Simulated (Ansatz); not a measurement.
**How the functional moves the response of SnTe (Fm-3m) (PBEsol, LDA)**

```
CELL_PARAMETERS angstrom
0.00000 3.14400 3.14400
3.14400 0.00000 3.14400
3.14400 3.14400 0.00000
ATOMIC_POSITIONS crystal
Sn 0.00000 0.00000 0.00000
Te 0.50000 0.50000 0.50000
```

This cell (31.08 Å³ an atom) was relaxed by PAW under PBEsol, and each functional gets its own cell relaxed so. Quantity: dielectric response and Born charges by linear response (direction means).

Runs: (1) PBEsol, PAW on Ansatz 0.2.0's default frozen-core files (fitted under PBE), scalar-relativistic; k mesh 10×10×10, fixed occupations, cutoff 420 eV. (2) LDA, PAW on Ansatz 0.2.0's default frozen-core files (fitted under PBE), scalar-relativistic; k mesh 10×10×10, fixed occupations, cutoff 420 eV.

Under PBEsol: ε∞ = 71.73, largest |Z*| = 7.61 e, ε₀ = 2023.4.

Question: Which way does LDA move the volume, and by how much?

Answer: a = 6.236 Å, 30.32 Å³ an atom: 2.4 % smaller.

Question: What does LDA give for these quantities?

Answer: 

| quantity | PBEsol | LDA | change |
| --- | --- | --- | --- |
| ε∞ | 71.73 | 78.78 | +10 % |
| largest |Z*| | 7.61 e | 7.85 e | +3 % |
| ε₀ | 2023.4 | 1735.1 | -14 % |

Known limits: frozen-core PAW files fitted under PBE, their cores solved anew for the functional of the run; zone-boundary modes aren't tested; the gap is tiny at this level, and band order or a closed gap can change these values; rock-salt SnTe distorts to a rhombohedral form at low temperature, and its gap hangs on spin-orbit coupling; field response not resolved by the mesh.
